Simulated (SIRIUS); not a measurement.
Input and output of a self-consistent single point for ZnS (F-43m, 2 atoms in the cell; from Materials Project mp-10695, changed as shown) (SIRIUS).

Level of theory: PBE, GBRV PBE ultrasoft pseudopotentials (plane waves; SIRIUS 7.12.0).

The change in words: volume scaled by 1.04. Reference geometry (F-43m):
```
ZnS
1.0
    0.00000     2.69368     2.69368
    2.69368     0.00000     2.69368
    2.69368     2.69368     0.00000
Zn S
1 1
Direct
  0.00000   0.00000   0.00000
  0.25000   0.25000   0.25000
```

Reference input (self-consistent single point, DFT, PBE, plane waves, GBRV PBE ultrasoft pseudopotentials): parameters.ngridk = 6 6 6; parameters.xc_functionals = [XC_GGA_X_PBE, XC_GGA_C_PBE]; parameters.gk_cutoff = 6.325 1/bohr; parameters.pw_cutoff = 14.143 1/bohr; parameters.smearing = gaussian; parameters.smearing_width = 0.0001 Ha; potentials = GBRV PBE ultrasoft pseudopotentials; parameters.electronic_structure_method = pseudopotential; parameters.num_bands = 17; parameters.num_mag_dims = 0; parameters.num_dft_iter = 100; parameters.energy_tol = 1e-07 Ha. This run's input differs from it in these lines:

```diff
@@ -32,5 +32,5 @@
     "lattice_vectors": [
-      [0.0, 5.090326916, 5.090326916],
-      [5.090326916, 0.0, 5.090326916],
-      [5.090326916, 5.090326916, 0.0]
+      [0.0, 5.1573101482, 5.1573101482],
+      [5.1573101482, 0.0, 5.1573101482],
+      [5.1573101482, 5.1573101482, 0.0]
     ],
```

Output (repeated stretches shortened):

```
[find] density tolerance         : 1e-06
[find] total energy tolerance    : 1e-07
[find] iter_solver_tol (initial) : 0.01
[find] iter_solver_tol (target)  : 1e-13
[find] num_dft_iter              : 100
Charges and magnetic moments
--------------------------------------------------------------------------------
total charge          : 26.000000
[find] | SCF iteration   0 out of 100|
[diagonalize] iterative solver tolerance (occupied, empty): 0.01 0.01
[diagonalize] average number of iterations: 2.875
[find] Charges and magnetic moments
[find] total charge          : 26.000000
[find] Energy
   [... lines left out ...]

[find] Charges and magnetic moments
[find] total charge          : 26.000000
[find] Energy
[find] smearing (-TS)                 :       0.00000000
[find] Total energy                   :    -242.88432768 (Ha),    -485.76865535 (Ry)
[find] Free energy (E-TS)             :    -242.88432768 (Ha),    -485.76865535 (Ry)
[find] band gap (eV)                  :       1.97426826
[find] Efermi                         :       0.27236730
[find] iteration : 18, RMS (target) : 5.3925e-07 (1.0000e-06) , energy difference (target) : -1.0084e-10 (1.0000e-07)
[find] bands are converged : true
[find] iterative solver converged : false
[find] converged after 19 SCF iterations!
[find] Charges and magnetic moments
[find] total charge          : 26.000000
[find] Energy
[find] smearing (-TS)                 :       0.00000000
[find] Total energy                   :    -242.88432768 (Ha),    -485.76865535 (Ry)
[find] Free energy (E-TS)             :    -242.88432768 (Ha),    -485.76865535 (Ry)
[find] band gap (eV)                  :       1.97426826
[find] Efermi                         :       0.27236730
[ground_state] === stress tensor components [kbar] ===
[ground_state] === stress_total ===
[ground_state]     4.307824    0.000000    0.000000
[ground_state]     0.000000    4.307824   -0.000000
[ground_state]     0.000000   -0.000000    4.307824
[ground_state] ==== total Forces in Ha/bohr =====
[ground_state] atom:    0, force:      -0.0000000      0.0000000      0.0000000
[ground_state] atom:    1, force:       0.0000000      0.0000000     -0.0000000
```

The run converged in 19 iterations. SIRIUS prints the stress tensor with tension positive. Against the reference run the free energy drops by 4.7 meV/atom, the pressure goes from 2.46 to -0.43 GPa and the gap on the mesh goes from 2.143 to 1.974 eV.

The structure comes from a collection of computed structures, made at another level of theory; the collection holds predicted forms beside known ones.

Cost on one core: around 17 core-seconds (rough).

The gap that the log prints is read on the run's mesh, which can miss the band edges or a crossing.
